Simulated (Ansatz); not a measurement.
Relaxed candidate structures of Ge(SbTe$_{2}$)$_{2}$:

A. I-4 (No. 82), tI14; a = 7.2598 Å, b = 7.2598 Å, c = 7.8661 Å, α = 90.00°, β = 90.00°, γ = 90.00°; Sb 2b (0.000, 0.000, 0.500); Sb 2d (0.500, 0.000, 0.250); Ge 2a (0.000, 0.000, 0.000); Te 8g (0.236, 0.305, 0.332)

B. Pmmm (No. 47), oP7; a = 4.145 Å, b = 8.308 Å, c = 9.346 Å, α = 90.00°, β = 90.00°, γ = 90.00°; Ge 1e (0.000, 0.500, 0.000); Sb 2o (0.500, 0.267, 0.000); Te 1a (0.000, 0.000, 0.000); Te 2t (0.500, 0.500, 0.266); Te 1g (0.000, 0.500, 0.500)

C. Cmmm (No. 65), oS14; a = 8.0120 Å, b = 11.6054 Å, c = 5.8434 Å, α = 90.00°, β = 90.00°, γ = 90.00°; Ge 2a (0.000, 0.000, 0.000); Sb 4g (0.325, 0.000, 0.000); Te 4e (0.250, 0.250, 0.000); Te 4f (0.250, 0.250, 0.500)

D. C2/m (No. 12), mS14; a = 11.5253 Å, b = 6.2540 Å, c = 6.1445 Å, α = 90.00°, β = 93.67°, γ = 90.00°; Ge 2b (0.000, 0.500, 0.000); Sb 2d (0.000, 0.500, 0.500); Sb 2c (0.500, 0.500, 0.500); Te 4i (0.244, 0.000, 0.412); Te 4e (0.250, 0.250, 0.000)

Question: Put the candidates in order of energy per atom, lowest first, for PBEsol (plane waves to 420 eV, PAW, scalar-relativistic; Ansatz, a program for electronic structure).

Answer: A (reference, the lowest of the structures calculated here), B (+0.13 eV/atom), D (+0.17 eV/atom), C (+0.47 eV/atom)

Each run could gain symmetry but not lose that of its start, so entries can be saddle points. All of these are generated cells (placed on structure types, drawn at random, substituted or restacked) that were not matched to a known phase here. The real structure of this composition may not be among these. Static energies at zero pressure. No spin polarisation in the result.
